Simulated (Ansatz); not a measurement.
An element in the bcc structure gives these cold pressures by all-electron LAPW under PBEsol (Ansatz 0.2.0, scalar-relativistic, no spin polarisation).

```csv
V (Å³/atom),P (GPa)
20.21,0.03
18.59,1.35
16.98,3.24
15.36,6.01
13.74,10.15
12.13,16.57
10.51,26.9
9.09,41.9
```

(1) Which element is it?

Answers

(1) Li. Its zero-pressure volume in this structure is near 20.2 Å³/atom; the volume and the steepness of P(V) together point to it, though neighbours can come close. Other candidates weren't computed, and some may come near.
